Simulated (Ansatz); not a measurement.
Al2O3: from a starting cell to a relaxed one

The start is a generated cell, Al2O3 placed in the AFLOW prototype A2B3_tP10_127_g_ah (D5_a). Cell shape, volume and atoms are optimised at zero target pressure with PBE (plane waves to 420 eV, PAW, scalar-relativistic; Ansatz, a program for electronic structure). First-step values are on the input's coarse k-mesh.

Ansatz input (later rounds restart from its end on a renewed k-mesh):
Ansatz 0.2 input:
```yaml
crystal:
  lattice:
    - [5.4428503, 0, 0]
    - [0, 5.4428503, 0]
    - [0, 0, 2.8859778]
  atoms:
    - { symbol: O, position: [0, 0, 0] }
    - { symbol: O, position: [0.5, 0.5, 0] }
    - { symbol: O, position: [0.1821, 0.6821, 0.5] }
    - { symbol: O, position: [0.6821, 0.8179, 0.5] }
    - { symbol: O, position: [0.3179, 0.1821, 0.5] }
    - { symbol: O, position: [0.8179, 0.3179, 0.5] }
    - { symbol: Al, position: [0.3841, 0.8841, 0] }
    - { symbol: Al, position: [0.8841, 0.6159, 0] }
    - { symbol: Al, position: [0.1159, 0.3841, 0] }
    - { symbol: Al, position: [0.6159, 0.1159, 0] }
basis: { ecutwfc: 420, ecutrho_ratio: 4, xc_grid: 2, fft_grid_basis: typed }
kpoints: { mp_grid: { grid: [4, 4, 8] } }
hamiltonian:
  xc: pbe
  dispersion: none
  pseudopotentials: { azcp: { folder: ./paw }, kind: paw }
scf: { occupations: { method: fermi_dirac, width: 0.05 } }
relax: { f_tol: 0.01, max_steps: 100, cell: { stress_tol: 0.02 } }
output: { forces: true, stress: true }
```

Task: By how much does the energy per atom fall from start to end?

Result: About 1.7 eV/atom.

Task: How does the volume per atom move from start to end?

Result: +1.0 %, from 8.55 to 8.64 Å³/atom.

Task: How do the shortest distances between atoms change?

Result: The closest pairs of elements (up to four, under 3.6 Å), start → end: Al–Al 1.78 → 2.81 Å; Al–O 2.12 → 1.84 Å; O–O 2.46 → 2.26 Å.

Task: Is the relaxed structure metallic? Give its gap.

Result: 1.12 eV, indirect (valence top at Z, conduction bottom at Γ) (no spin-orbit coupling).

The space group stays P4/mbm (No. 127) (the run could not lower it), with 10 atoms in the primitive cell. Final values are on a 6×6×12 k-mesh of the relaxed cell. The start holds a very short contact (Al–Al 1.78 Å). No spin polarisation in the result.

The run could not lose the symmetry of its start: the end is stationary, and may be a saddle point rather than a minimum.

The relaxed structure here is a generated cell of Al2O3: the first start was made by placing the elements on the sites of a structure type, and the end was not matched to a known phase here, so it may be hypothetical. Known forms of Al2O3 include space group No. 167.
